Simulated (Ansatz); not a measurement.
## HfMg3 in the AuCu3-type structure

Method: PBE, scalar-relativistic; no spin polarisation; PAW, 420 eV, 8×8×8 k-mesh, Gaussian smearing of 0.05 eV; code Ansatz. The datasets are Ansatz's generated set soft_2.

```cif
data_structure
_symmetry_space_group_name_H-M 'P 1'
_symmetry_Int_Tables_number 1
_cell_length_a 4.4352
_cell_length_b 4.4352
_cell_length_c 4.4352
_cell_angle_alpha 90.000
_cell_angle_beta 90.000
_cell_angle_gamma 90.000
_cell_volume 87.24
loop_
_atom_site_label
_atom_site_type_symbol
_atom_site_fract_x
_atom_site_fract_y
_atom_site_fract_z
_atom_site_occupancy
Hf1 Hf 0.00000 0.00000 0.00000 1
Mg1 Mg 0.00000 0.50000 0.50000 1
Mg2 Mg 0.50000 0.50000 0.00000 1
Mg3 Mg 0.50000 0.00000 0.50000 1
```

The start was a prototype's sites filled with these elements, not a measured cell.

**Question.** Which orbitals carry the states at the Fermi level, and how many states are there?

**Answer.** Within 0.1 eV of it: Hf 5d 95 % (shares among the projected shells, which hold 79 % of the states there). The density of states at the Fermi level is about 3.4 states/eV per cell, averaged over 0.3 eV.

Density of states (tetrahedra, averaged over 0.4 eV; states/eV per cell of 4 atoms; energy in eV from the Fermi level; projections on Löwdin-orthogonalised atomic orbitals, summed over sites):

```
    E  total  Hf 5d  Mg 3s  Hf 6s
-6.45   0.30   0.00   0.20   0.09
-6.05   0.45   0.00   0.31   0.13
-5.65   0.58   0.01   0.39   0.17
-5.25   0.72   0.02   0.47   0.22
-4.85   0.81   0.04   0.49   0.26
-4.45   0.83   0.06   0.55   0.21
-4.05   1.11   0.13   0.77   0.18
-3.65   1.24   0.22   0.76   0.22
-3.25   1.39   0.29   0.67   0.36
-2.85   1.12   0.27   0.51   0.27
-2.45   1.32   0.32   0.73   0.16
-2.05   2.05   0.68   1.08   0.11
-1.65   2.15   0.92   0.76   0.20
-1.25   2.24   1.23   0.51   0.19
-0.85   2.63   1.56   0.24   0.10
-0.45   3.71   2.39   0.15   0.13
-0.05   3.59   2.68   0.08   0.07
 0.35   2.14   1.61   0.04   0.05
 0.75   1.75   1.22   0.05   0.08
 1.15   2.01   1.23   0.11   0.24
 1.55   3.78   2.09   0.30   0.67
 1.95   2.41   1.20   0.23   0.18
 2.35   4.35   2.60   0.38   0.05
 2.75   2.65   0.87   0.15   0.05
 3.15   1.52   0.32   0.09   0.04
 3.55   1.57   0.22   0.10   0.04
 3.95   1.51   0.16   0.10   0.02
```

For elements this heavy, spin–orbit coupling would shift levels and gaps; it isn't included here.
